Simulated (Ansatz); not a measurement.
**Cu3Te: how the plane-wave cutoff moves the results**

Method: DFT PBEsol, scalar-relativistic, plane waves, PAW in Ansatz 0.2.0.

```
Cu Te
1.0
     3.94666    0.00000    0.00000
     0.00000    3.94666    0.00000
     0.00000    0.00000    3.94666
Cu Te
3 1
Direct
  0.00000 0.50000 0.50000
  0.50000 0.00000 0.50000
  0.50000 0.50000 0.00000
  0.00000 0.00000 0.00000
```

```
Γ-centred k-mesh               : 10×10×10
occupation rule                : Gaussian smearing, 0.1 eV
spin treatment                 : unpolarised
valence charge of the PAW sets : Cu 19, Te 16
```

The atoms stay fixed while the plane-wave cutoff is varied. ΔE is the energy extrapolated to zero smearing, less that of the reference run (500 eV). The cell isn't necessarily relaxed at this level. Spin–orbit coupling is left out. Pressure is positive in compression and holds a correction for the finite cutoff (Pulay stress).

Task: Tried: 250, 300, 350, 420, 500 eV. From which plane-wave cutoff on does the energy per atom stay within 100, 10 and 1 meV of the reference?

Result: 350 for 100 meV, 420 for 10 meV, none but the reference for 1 meV. The reference itself isn't shown to be converged.

| cutoff (eV) | ΔE (meV/atom) | P (GPa) | plane waves at Γ |
| --- | --- | --- | --- |
| 250 | 2016 | 2.24 | 515 |
| 300 | 205 | -5.12 | 739 |
| 350 | 11.9 | -5.19 | 925 |
| 420 | 2.12 | -5.21 | 1213 |
| 500 | 0.00 | -5.22 | 1551 |